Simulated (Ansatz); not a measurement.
Relaxed-ion elastic tensor of Mg (hcp (Mg type), P6_3/mmc) in GPa (Voigt order), plane-wave PAW r²SCAN (Ansatz code); density 1.79 g/cm³, 22.58 Å³ per atom.

```
68.9  27.6  21.1   0.0   0.0   0.0
27.6  68.9  21.1   0.0   0.0   0.0
21.1  21.1  80.9   0.0   0.0   0.0
 0.0   0.0   0.0  22.7   0.0   0.0
 0.0   0.0   0.0   0.0  22.7   0.0
 0.0   0.0   0.0   0.0   0.0  20.7
```

Q: Is the crystal mechanically stable?

A: Yes: the smallest eigenvalue of C is 20.7 GPa.

Q: Work out the Voigt, Reuss and Hill averages.

A: K_V = 39.8, K_R = 39.8, K_H = 39.8; G_V = 23.1, G_R = 22.8, G_H = 23.0 GPa.

Q: Give Young's modulus, Poisson's ratio, Pugh's ratio and the universal anisotropy index.

A: E = 9KG/(3K + G) = 57.8 GPa; ν = 0.26; K/G = 1.73 (near the Pugh limit of 1.75, no verdict); A_U = 5G_V/G_R + K_V/K_R − 6 = 0.08.

Q: Estimate the sound speeds and the Debye temperature.

A: v_l = √((K + 4G/3)/ρ) = 6280 m/s, v_t = √(G/ρ) = 3580 m/s, mean 3980 m/s; Θ = (h/k)(3n/4πV)^(1/3) v_m = 420 K.

Q: How much does each axis shrink under pressure?

A: Linear compressibilities β_i = Σ_j S_ij (j = 1 to 3): x 8.6, y 8.6, z 7.9 per TPa.

Symmetry was held in the r²SCAN relaxation; of distortions, only those at the zone centre were tested. As this level gives no gap, shear constants depend on the k-mesh and smearing (Fermi–Dirac, 0.1 eV here). On the denser mesh and wider smearing of the elastic run this cell carries a stress of 0.6 GPa.

Potentials: the earlier of the program's two PAW sets.
